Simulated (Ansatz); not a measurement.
WSe$_{2}$, first-principles data

WSe2:
Space group P-6m2 (No. 187); a = 3.300 Å, b = 3.300 Å, c = 7.261 Å, α = 90.00°, β = 90.00°, γ = 120.00°

```
atom  site  symmetry       x       y       z
----  ----  --------  ------  ------  ------
W       1a      -6m2  0.0000  0.0000  0.0000
Se      2h       3m.  0.3333  0.6667  0.2293
```

Space group P-6m2 (No. 187); conventional cell a = b = 3.3002 Å, c = 7.2615 Å, α = β = 90.00°, γ = 120.00°.

Method: the program Ansatz at the r²SCAN+D4 level (PAW). Geometry: relaxed at this level of theory. Other levels are named where they apply.

Cell and energy:

```
Item                                                          Result
-----------------------------------------------------  -------------
Volume per atom                                             22.83 Å³
Density                                                   8.29 g/cm³
Formation energy from the elements (no fitted shifts)  -0.60 eV/atom
```

Electronic structure:

```
Property                                                                                          Result
----------------------------------------  --------------------------------------------------------------
Band gap                                                                              1.53 eV (indirect)
Valence-band maximum                                                                                at A
Conduction-band minimum                   on the K–Γ line, 47 % of the way from K (6 equivalent valleys)
Smallest direct gap on the standard path                                                         1.67 eV
Electron effective mass                                           0.54, 0.61, 0.68 mₑ (principal values)
Hole effective mass                                                 0.73, 1.5, 1.5 mₑ (principal values)
```

The workflow started from a Materials Project entry (that database holds measured and hypothetical structures alike); the Crystallography Open Database copy checked does not list it. It is not the phase usual at ambient conditions (space group No. 194). The cell keeps a stress of up to 0.2 GPa. The r²SCAN+D4 relaxation kept the symmetry of its start; whether a distortion lowers the energy is not shown. No spin polarisation was allowed. The references are the lowest solids computed at this level, not always the standard phases. Spin–orbit coupling is left out wherever it is not named.

Potentials: the later of the program's two PAW sets.
